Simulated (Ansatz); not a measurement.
**What DFT gives for LaCuSeO**

```
Cu La Se O
1.0
     4.07301    0.00000    0.00000
     0.00000    4.07301    0.00000
     0.00000    0.00000    8.81025
Cu La Se O
2 2 2 2
Direct
  0.25000 0.75000 0.50000
  0.75000 0.25000 0.50000
  0.25000 0.25000 0.13980
  0.75000 0.75000 0.86020
  0.25000 0.25000 0.66980
  0.75000 0.75000 0.33020
  0.25000 0.75000 0.00000
  0.75000 0.25000 0.00000
```

Single point in Ansatz 0.2.0 with r2SCAN, with U_eff = 2.74 eV on Cu d (all-electron-ortho-atomic projectors), collinear spin. Cutoff 500 eV, PAW datasets, 6×6×3 Γ-centred k mesh, fermi-dirac filling (width 0.1 eV).

The state carries no moments; the state need not be the lowest.

**Question.** Give the Bader charges.

**Answer.** Bader charges in e: La +2.04, Cu +0.33, Se -1.03, O -1.34. In the mean La gives up most and O takes most.

**Question.** Is the cell too large or too small?

**Answer.** The pressure is -0.4 GPa (compression positive), so with the atoms held at these fractions the cell is close to zero pressure.

**Question.** What is the character of the valence top and the conduction bottom?

**Answer.** Within 0.7 eV of the edges, the states project mainly on Se p (55 %) and Cu d (33 %) below the gap and on La d (38 %), La f (26 %) and Cu s (12 %) above it.

**Question.** Describe some of the short contacts.

**Answer.** La–O at 2.38 Å: least valence density 0.45 e/Å³ and ELF 0.21 there. Cu–Se at 2.53 Å: least valence density 0.35 e/Å³ and ELF 0.21 there. Cu–Cu at 2.88 Å: least valence density 0.15 e/Å³ and ELF 0.15 there. Both are smooth PAW fields, read partly inside the augmentation spheres.

**Question.** Metal or insulator? Give the gap.

**Answer.** The gap is 2.19 eV, direct at the points sampled. A semilocal functional usually gives too small a gap.

**Question.** Where is the largest force?

**Answer.** The largest is on Se6 (and as large on other atoms): 0.13 eV/Å, components (0.00, 0.00, 0.13). It makes 54° with the line to a nearest neighbour, Cu1 at 2.53 Å.

Origin: a database entry at a rescaled volume. Caveats: the input typed no starting moments.
